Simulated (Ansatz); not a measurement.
A: CdS (zinc blende), a = b = c = 5.878 Å, α = β = γ = 90.00°
B: HfN (rock salt), a = 4.5255 Å, b = 4.5255 Å, c = 4.5255 Å, α = 90.00°, β = 90.00°, γ = 90.00°
C: SrO (rock salt), a = 5.1599 Å, b = 5.1599 Å, c = 5.1599 Å, α = 90.00°, β = 90.00°, γ = 90.00°

Scan: energy over volume and axial ratio (atoms clamped). One method and one kind of scan serve all of them; meshes and ranges differ. All were relaxed with their symmetry unable to fall. HfN is run without spin polarisation. Spin-orbit coupling is left out.

Problem. Order them by shear modulus C′ = (C11 − C12)/2 (fitted) (lowest first) at the level r2SCAN (plane waves to 500 eV, PAW, scalar-relativistic; Ansatz, an electronic-structure program).

Solution. A (9 GPa), C (67 GPa), B (236 GPa)

(Under strain, the slope of the energy per volume gives the stress and its curvature an elastic modulus.)
